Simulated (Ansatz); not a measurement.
CdSe in space group P4_2/mmc (No. 131; Cd on 2c, Se on 2e), PBE in the plane-wave PAW code Ansatz, all energies at zero smearing, with the estimated change up to a 700 eV cutoff added, with one set of potentials and settings (totals compare only within such a set). Cell of 4 atoms (2 Cd, 2 Se): -27448.363 eV.

```json
[
 {"element": "Cd", "reference phase": "P6_3/mmc, 2 atoms in the cell", "E (eV/atom)": "-8254.4547"},
 {"element": "Se", "reference phase": "P3_121, 3 atoms in the cell", "E (eV/atom)": "-5469.0798"}
]
```

Formation energy per atom, worked out: (-27448.363 − 2×(-8254.4547) − 2×(-5469.0798))/4 = -0.323 eV/atom (-31 kJ per mol of atoms), at 0 K, without zero-point energy or fitted corrections.

A made-up cell: these elements were put on the sites of a structure type; neither database checked (COD, Materials Project) lists it. It is not the phase usual at ambient conditions (space group No. 186, 216). The PBE relaxation kept the symmetry of its start; its stability against distortions is not shown here. The references are the lowest solids computed at this level, not always the standard phases.

Potentials: the later of the program's two PAW sets.
